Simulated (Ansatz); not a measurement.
CsHgCl3 (cubic perovskite)

```yaml
crystal:
  lattice:
    - [5.32511, 0.00000, 0.00000]
    - [0.00000, 5.32511, 0.00000]
    - [0.00000, 0.00000, 5.32511]
  atoms:
    - { symbol: Cs, position: [0.00000, 0.00000, 0.00000] }
    - { symbol: Hg, position: [0.50000, 0.50000, 0.50000] }
    - { symbol: Cl, position: [0.00000, 0.50000, 0.50000] }
    - { symbol: Cl, position: [0.50000, 0.00000, 0.50000] }
    - { symbol: Cl, position: [0.50000, 0.50000, 0.00000] }
```

The slice is a {210} plane (indices of the conventional cell) through the point (0.500, 0.500, 0.000) (fractional), spanned by u = [100] and v = [021] in vectors of this cell: u (5.33 Å) and v (11.91 Å, at 90° to u). It covers one period; positions are fractions (u, v).

Level of theory: r2SCAN (plane waves to 500 eV, PAW, scalar-relativistic; Ansatz, a quantum-chemistry and plane-wave program). k mesh 9×9×9. Inside the PAW spheres the values are not all-electron values, and peaks at nuclei hang on which shells count as valence. At this level the bands of CsHgCl3 touch or barely overlap. CsHgCl3 was relaxed with its symmetry unable to fall. Spin-orbit coupling is left out, though Hg is heavy.

**Question.** Sketch the valence electron density on this plane as a map.

**Answer.** 
```
|###+=-:::-=+##|
|##*+--:::--+*#|
|*++=-------=++|
|==---=====---=|
|-----=+++=----|
|----=++*++=---|
|==--=++*++=--=|
|+==-==+++==-==|
|++==-=====-==+|
|++==-------==+|
|++=---------=+|
|++=---===---=+|
|*++==++*++==++|
|%#*++*###*++*#|
|@@#++*###*++#@|
|@@%**## ##**%@|
|@@#++*###*++#@|
|%#*++*###*++*#|
|*++==++*++==++|
|++=---===---=+|
|++=---------=+|
|++==-------==+|
|++==-=====-==+|
|+==-==+++==-==|
|==--=++*++=--=|
|----=++*++=---|
|-----=+++=----|
|==---=====---=|
|*++=-------=++|
|##*+--:::--+*#|
|###+=-:::-=+##|
| ##+=-:.:-=+##|
```
Scale: ten equal steps from -3.00 (start of ' ') to 1.23 (end of '@'), in the order ' .:-=+*#%@'. Values: log₁₀ of the valence density in e/Å³. The map has 14 points along u (one character each, u = 0 at the left) and 32 along v (v = 0 in the bottom row). The scale is logarithmic, as a density can span decades between atoms and voids; values under 0.001 e/Å³ are set to 0.001.
